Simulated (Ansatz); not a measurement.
# FeO: do energies and stresses tell the same story?

Theory: DFT PBEsol, scalar-relativistic, plane waves, PAW (Ansatz).

Settings: cutoff 420 eV, Γ-centred mesh 18×18×18 on the computed 2-atom cell, Gaussian smearing of 0.10 eV; collinear spin from starting moments 3.76 0.37 μB.

Relaxed cell: Fm-3m, a = 4.246 Å, b = 4.246 Å, c = 4.246 Å, α = 90.00°, β = 90.00°, γ = 90.00°, 2 atoms in the primitive cell.

Energies at zero smearing and pressures from the stress tensor, at volumes with shape and atoms relaxed:
```json
{"V (Å³/atom)": "8.992", "E − E(first) (meV/atom)": "0.00", "P (GPa)": "14.19"}
{"V (Å³/atom)": "9.279", "E − E(first) (meV/atom)": "-19.10", "P (GPa)": "6.79"}
{"V (Å³/atom)": "9.566", "E − E(first) (meV/atom)": "-25.03", "P (GPa)": "0.01"}
{"V (Å³/atom)": "9.853", "E − E(first) (meV/atom)": "-19.64", "P (GPa)": "-5.77"}
{"V (Å³/atom)": "10.140", "E − E(first) (meV/atom)": "-4.71", "P (GPa)": "-10.67"}
```

Question: Check P = −dE/dV between neighbouring volumes, and get the bulk modulus from the pressures alone.

Answer: With 1 eV/Å³ = 160.2 GPa:
```json
{"middle V (Å³/atom)": "9.136", "−ΔE/ΔV (GPa)": "10.665", "mean P (GPa)": "10.490"}
{"middle V (Å³/atom)": "9.423", "−ΔE/ΔV (GPa)": "3.311", "mean P (GPa)": "3.403"}
{"middle V (Å³/atom)": "9.710", "−ΔE/ΔV (GPa)": "-3.012", "mean P (GPa)": "-2.881"}
{"middle V (Å³/atom)": "9.997", "−ΔE/ΔV (GPa)": "-8.334", "mean P (GPa)": "-8.222"}
```

The two differ by 0.18 GPa at most. The mean of two end pressures misses the average over a step by about ΔV² P″/12, up to 0.09 GPa here; with that taken off 0.20 GPa remains. The stress is the derivative of the free energy, not of the energy at zero smearing, and with free energies 0.02 GPa remains. Around V = 9.566 Å³/atom, the two neighbours give B = −V ΔP/ΔV = 9.566 × 12.57 / 0.574 = 209.5 GPa, against B0 = 209.1 GPa from the Birch–Murnaghan fit of the energies.

The cell holds one magnetic atom, so it can only be ferromagnetic; an antiferromagnetic order may lie lower.

Only this magnetic start was tried.